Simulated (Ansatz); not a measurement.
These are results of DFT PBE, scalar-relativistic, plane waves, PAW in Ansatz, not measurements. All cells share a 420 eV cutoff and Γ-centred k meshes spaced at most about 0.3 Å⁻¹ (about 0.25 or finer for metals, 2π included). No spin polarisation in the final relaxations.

All energies are static (0 K, no zero-point motion).

Two forms of Mg2Ge2N were relaxed alike.

A.

```xyz
5
Lattice="4.1907 0.0000 0.0000 -2.0953 3.6292 0.0000 0.0000 0.0000 5.9631" Properties=species:S:1:pos:R:3 pbc="T T T"
Mg    0.0000    2.4195    0.0000
Mg    2.0953    1.2097    0.0000
Ge    0.0000    2.4195    2.9816
Ge    2.0953    1.2097    2.9816
N     0.0000    0.0000    0.0000
```

B.

```xyz
5
Lattice="3.3797 0.0000 0.0000 -1.6898 2.9269 0.0000 0.0000 0.0000 9.9383" Properties=species:S:1:pos:R:3 pbc="T T T"
Mg    0.0000    1.9513    0.0000
Mg    0.0000    0.0000    4.9691
Ge    0.0000    0.0000    2.1759
Ge    0.0000    0.0000    7.7624
N     0.0000    1.9513    4.9691
```

Question: Which would you expect to be lower, and how large is the difference?

Answer: B is lower, by 208 meV/atom. A has space group P6/mmm (No. 191), 18.1 Å³/atom and no gap on its mesh; B has space group P-6m2 (No. 187), 19.7 Å³/atom and no gap. Counting Ge or N atoms around Mg (for each partner element, those within 1.25 times its shortest distance or 1.15 times the sum of covalent radii, where it is the nearest in units of that sum or under 1.3; a plus sign parts groups by distance over the sum of covalent radii; a slash parts the counts of unlike sites), A has Mg 5 and B has Mg 3+2/6. A holds Ge–Ge nets (shortest 2.42 Å); in B the shortest Ge–Ge distance is 3.38 Å. The lower one is the more open, so pressure narrows the difference. Even the lower one lies +0.40 eV/atom against the reference forms of the elements (uncorrected), so neither is stable at this level. In A, Mg has 3 N at 2.42 Å, 3 Mg at 2.42 Å and 2 Ge at 2.98 Å; Ge has 3 Ge at 2.42 Å and 2 Mg at 2.98 Å; N has 6 Mg at 2.42 Å. In B, around Mg on its first site lie 6 Ge at 2.92 Å and 6 Mg at 3.38 Å; Ge is surrounded by 4 Mg at 2.79–2.92 Å, 6 Ge at 3.38 Å and 3 N at 3.41 Å; around N lie 3 Mg at 1.95 Å, 6 N at 3.38 Å and 6 Ge at 3.41 Å; 1 more site not described. Both come from invented guesses. A third cell relaxed alike, in P-3m1, lies 0.68 eV/atom below the lower of the two.

A magnetic state wasn't ruled out in cells without spin, among them P-6m2. Cells relaxed within their symmetry can be saddle points.
